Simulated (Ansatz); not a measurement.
Input and steps of a relaxation of cell and atoms on an ordered 8-atom cell of Ga4Sb3P on the zincblende lattice (P-43m) (the plane-wave code Ansatz, r2SCAN). The starting cell comes from a relaxation with PBE.

```yaml
crystal:
  lattice:
    - [6.0410274019, 0.0, 0.0]
    - [0.0, 6.0410274019, 0.0]
    - [0.0, 0.0, 6.0410274019]
  atoms:
    - { symbol: P, position: [0.0, 0.0, 0.0] }
    - { symbol: Ga, position: [0.7640091393, 0.7640091393, 0.7640091393] }
    - { symbol: Sb, position: [0.5, 0.5, 0.0] }
    - { symbol: Ga, position: [0.2359908607, 0.2359908607, 0.7640091393] }
    - { symbol: Sb, position: [0.5, 0.0, 0.5] }
    - { symbol: Ga, position: [0.2359908607, 0.7640091393, 0.2359908607] }
    - { symbol: Sb, position: [0.0, 0.5, 0.5] }
    - { symbol: Ga, position: [0.7640091393, 0.2359908607, 0.2359908607] }
kpoints:
  mp_grid: { grid: [4, 4, 4] }
hamiltonian:
  xc: r2scan
scf:
  occupations: { method: fermi_dirac, width: 0.02 }
relax:
  f_tol: 0.005
  cell: {}
output:
  write_density: true
  write_potential: true
  elf: true
  volumetric_format: npy
```

The trajectory has 5 recorded frames, each with positions in Å and forces in eV/Å. Some frames, the last among them, repeat a geometry solved again on a basis re-selected at its cell; pressure is positive in compression.

Step 1: energy 0.0 meV/atom from step 1, largest force component 0.038 eV/Å, pressure -2.20 GPa
```xyz
8
Lattice="6.0410 0.0000 0.0000 0.0000 6.0410 0.0000 0.0000 0.0000 6.0410" Properties=species:S:1:pos:R:3:forces:R:3 pbc="T T T"
P     0.0000    0.0000    0.0000    0.0000    0.0000    0.0000
Ga    4.6154    4.6154    4.6154   -0.0379   -0.0379   -0.0379
Sb    3.0205    3.0205    0.0000    0.0000    0.0000    0.0000
Ga    1.4256    1.4256    4.6154    0.0379    0.0379   -0.0379
Sb    3.0205    0.0000    3.0205    0.0000    0.0000    0.0000
Ga    1.4256    4.6154    1.4256    0.0379   -0.0379    0.0379
Sb    0.0000    3.0205    3.0205    0.0000    0.0000    0.0000
Ga    4.6154    1.4256    1.4256   -0.0379    0.0379    0.0379
```

Task: How does the relaxation go on, and where does it end?

Result:
Step 2: energy -3.7 meV/atom from step 1, largest force component 0.176 eV/Å, pressure +1.47 GPa
```xyz
8
Lattice="5.9183 0.0000 0.0000 0.0000 5.9183 0.0000 0.0000 0.0000 5.9183" Properties=species:S:1:pos:R:3:forces:R:3 pbc="T T T"
P     0.0000    0.0000    0.0000    0.0000    0.0000    0.0000
Ga    4.5056    4.5056    4.5056    0.1757    0.1757    0.1757
Sb    2.9592    2.9592    0.0000    0.0000    0.0000    0.0000
Ga    1.4127    1.4127    4.5056   -0.1757   -0.1757    0.1757
Sb    2.9592    0.0000    2.9592    0.0000    0.0000    0.0000
Ga    1.4127    4.5056    1.4127   -0.1757    0.1757   -0.1757
Sb    0.0000    2.9592    2.9592    0.0000    0.0000    0.0000
Ga    4.5056    1.4127    1.4127    0.1757   -0.1757   -0.1757
```

Step 3: energy -7.9 meV/atom from step 1, largest force component 0.025 eV/Å, pressure -0.06 GPa
```xyz
8
Lattice="5.9627 0.0000 0.0000 0.0000 5.9627 0.0000 0.0000 0.0000 5.9627" Properties=species:S:1:pos:R:3:forces:R:3 pbc="T T T"
P     0.0000    0.0000    0.0000    0.0000    0.0000    0.0000
Ga    4.5561    4.5561    4.5561   -0.0254   -0.0254   -0.0254
Sb    2.9813    2.9813    0.0000    0.0000    0.0000    0.0000
Ga    1.4066    1.4066    4.5561    0.0254    0.0254   -0.0254
Sb    2.9813    0.0000    2.9813    0.0000    0.0000    0.0000
Ga    1.4066    4.5561    1.4066    0.0254   -0.0254    0.0254
Sb    0.0000    2.9813    2.9813    0.0000    0.0000    0.0000
Ga    4.5561    1.4066    1.4066   -0.0254    0.0254    0.0254
```

Step 4: energy -7.9 meV/atom from step 1, largest force component 0.000 eV/Å, pressure -0.01 GPa
```xyz
8
Lattice="5.9613 0.0000 0.0000 0.0000 5.9613 0.0000 0.0000 0.0000 5.9613" Properties=species:S:1:pos:R:3:forces:R:3 pbc="T T T"
P     0.0000    0.0000    0.0000    0.0000    0.0000    0.0000
Ga    4.5528    4.5528    4.5528    0.0002    0.0002    0.0002
Sb    2.9807    2.9807    0.0000    0.0000    0.0000    0.0000
Ga    1.4086    1.4086    4.5528   -0.0002   -0.0002    0.0002
Sb    2.9807    0.0000    2.9807    0.0000    0.0000    0.0000
Ga    1.4086    4.5528    1.4086   -0.0002    0.0002   -0.0002
Sb    0.0000    2.9807    2.9807    0.0000    0.0000    0.0000
Ga    4.5528    1.4086    1.4086    0.0002   -0.0002   -0.0002
```

Step 5: energy -7.8 meV/atom from step 1, largest force component 0.000 eV/Å, pressure -0.01 GPa
```xyz
8
Lattice="5.9613 0.0000 0.0000 0.0000 5.9613 0.0000 0.0000 0.0000 5.9613" Properties=species:S:1:pos:R:3:forces:R:3 pbc="T T T"
P     0.0000    0.0000    0.0000    0.0000    0.0000    0.0000
Ga    4.5528    4.5528    4.5528    0.0002    0.0002    0.0002
Sb    2.9807    2.9807    0.0000    0.0000    0.0000    0.0000
Ga    1.4086    1.4086    4.5528   -0.0002   -0.0002    0.0002
Sb    2.9807    0.0000    2.9807    0.0000    0.0000    0.0000
Ga    1.4086    4.5528    1.4086   -0.0002    0.0002   -0.0002
Sb    0.0000    2.9807    2.9807    0.0000    0.0000    0.0000
Ga    4.5528    1.4086    1.4086    0.0002   -0.0002   -0.0002
```

The walk took 4 steps, besides SCFs solved again on a fresh basis, and changed the volume by -3.9 %. The last SCF, on a fresh basis, lies 7.8 meV an atom below the first. Final cell: space group P-43m (No. 215), cubic; conventional cell a = 5.961 Å, 26.48 Å³ an atom. Around P lie 4 Ga at 2.44 Å; around Ga lie 1 P at 2.44 Å and 3 Sb at 2.63 Å; around Sb lie 4 Ga at 2.63 Å.

Run as `ansatz run input.yaml --threads 4 --pin off --max-ram 6451MiB --backend cpu --events-out ev --progress --plain --runs-dir out`.

Task: What wall time did it need on 4 threads of Arm Neoverse V2, with other jobs on the host, and what peak of host memory did it reach?

Result: About 28 s, with a peak of 1.1 GiB.

These are computed values for a spin-unpolarised cell that may be hypothetical; none is a measurement.
